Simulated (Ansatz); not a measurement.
## MgNb₄VO₁₂, one structure, two calculations

Cell: a Materials Project structure (computed, not necessarily an observed phase), taken as it stands.

```
Mg Nb V O
1.0
     5.23709    0.00000    0.00000
     0.01722    5.60668    0.00000
     0.02831    0.74228    7.81685
Mg Nb V O
1 4 1 12
Direct
  0.49306 0.07117 0.27603
  0.00019 0.00827 0.99012
  0.50499 0.48149 0.51006
  0.00206 0.98262 0.51366
  0.49823 0.50844 0.98886
  0.00361 0.58326 0.28686
  0.69388 0.77587 0.41011
  0.89876 0.97013 0.73707
  0.68834 0.14993 0.05657
  0.80143 0.26666 0.41183
  0.19738 0.27357 0.93640
  0.60406 0.46689 0.73389
  0.37245 0.44271 0.23095
  0.80954 0.65111 0.05486
  0.18199 0.65013 0.52362
  0.30217 0.77457 0.93278
  0.13465 0.94180 0.23114
  0.31917 0.15155 0.51603
```

Atom numbers follow the list; atoms alike are taken as one site, whose name carries the number of the first.

First run. All values are calculated (Ansatz; DFT, PBE, plane waves and PAW, scalar-relativistic, collinear spin, 420 eV cutoff, Γ-centred 4×4×3 k-points, Fermi–Dirac smearing 0.02 eV), not measured. Start moments as typed (μB): 3 on each V, none on the rest.

| site | atom | V_zz (10²¹ V/m²) | η | m (μB) |
| --- | --- | --- | --- | --- |
| Nb2 | 2 | -5.71 | 0.89 | 0.01 |
| Nb3 | 3 | 1.57 | 0.59 | 0.07 |
| Nb4 | 4 | -1.31 | 0.76 | 0.06 |
| Nb5 | 5 | -5.40 | 0.90 | 0.04 |
| V | 6 | -2.71 | 0.51 | 1.90 |
| O7 | 7 | -3.42 | 0.20 | 0.00 |
| O8 | 8 | 1.71 | 0.54 | 0.00 |
| O10 | 10 | -3.53 | 0.57 | 0.00 |
| O12 | 12 | 1.56 | 0.81 | 0.00 |
| O13 | 13 | -3.27 | 0.62 | 0.00 |
| O14 | 14 | -2.67 | 0.47 | -0.01 |
| O15 | 15 | -2.47 | 0.65 | 0.00 |
| O17 | 17 | -3.11 | 0.17 | 0.00 |
| O18 | 18 | 3.01 | 0.44 | 0.01 |

Second run. The same atoms and settings, except that the mesh is 6×6×5 and the Fermi–Dirac smearing is 0.05 eV.

Problem. Given the first result, estimate the second.

Solution. 

```csv
site,atom,V_zz,η,change of V_zz,m (μB)
Nb2,2,-5.70,0.88,+0.01,0.01
Nb3,3,1.48,0.79,-0.09,0.06
Nb4,4,-1.34,0.89,-0.03,0.05
Nb5,5,-5.38,0.90,+0.02,0.04
V,6,-2.53,0.50,+0.18,1.90
O7,7,-3.42,0.19,0.00,0.00
O8,8,1.72,0.53,+0.01,0.00
O10,10,-3.53,0.57,0.00,0.00
O12,12,1.56,0.80,0.00,0.00
O13,13,-3.28,0.62,-0.01,0.00
O14,14,-2.67,0.47,0.00,-0.01
O15,15,-2.48,0.63,-0.01,0.00
O17,17,-3.12,0.16,-0.01,0.00
O18,18,3.00,0.44,-0.01,0.01
```

The largest change of V_zz is on V, from -2.71 to -2.53. In per cent, |V_zz| changes by 0 on Nb, -6 on V, 0 on O (all sites that start above 2). Where |V_zz| stays above 0.1, η moves most on Nb3, from 0.59 to 0.79. The table leaves out 4 of the 18 sites, with |V_zz| up to 2.52; their tensors move by 0.01 at most along any direction. The statements above cover all sites.

At this cell the PBE pressure is -5 GPa, so with PBE the cell would shrink if it were relaxed. The entry's cell may itself be off. The largest force is 0.5 eV/Å, so the atoms aren't at the calculated equilibrium and relaxing them would move these values. Without spin–orbit coupling (the program notes it for Nb) the gradients can shift somewhat, as the gap is small. Semilocal functionals can leave a metal where correlation in the d or f shell opens a gap in the real compound, and that would change the values at and beside Nb and V. All moments are parallel here, as the start or the cell imposes; many such compounds order antiparallel, where fields and spin densities carried over to other atoms largely cancel. The magnetic order is the one that the run reached from its start moments, not necessarily the measured one.
